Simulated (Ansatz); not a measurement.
Relaxed-ion elastic tensor of Mn (diamond, space group No. 227) in GPa (Voigt order), plane-wave PAW PBEsol (Ansatz code); density 6.27 g/cm³, 14.55 Å³ per atom.

|  | 1 | 2 | 3 | 4 | 5 | 6 |
|---|---|---|---|---|---|---|
| 1 | 129 | 177 | 177 | 0.0 | 0.0 | 0.0 |
| 2 | 177 | 129 | 177 | 0.0 | 0.0 | 0.0 |
| 3 | 177 | 177 | 129 | 0.0 | 0.0 | 0.0 |
| 4 | 0.0 | 0.0 | 0.0 | -226 | 0.0 | 0.0 |
| 5 | 0.0 | 0.0 | 0.0 | 0.0 | -226 | 0.0 |
| 6 | 0.0 | 0.0 | 0.0 | 0.0 | 0.0 | -226 |

Problem. Is the crystal mechanically stable?

Solution. No: the smallest eigenvalue of C is -226 GPa.

Space group Fd-3m (diamond). The start of the workflow was typed in or built on a structure type; neither database checked (COD, Materials Project) lists it. It is not the phase usual at ambient conditions (space group No. 217). Symmetry was held in the PBEsol relaxation. At this level the phase is mechanically unstable. The workflow began spin-polarised and lost its moments. The volume moved by -30 % from the start of the relaxation. As this level gives no gap, shear constants depend on the k-mesh and smearing (Fermi–Dirac, 0.1 eV here).

Potentials: the later of the program's two PAW sets.
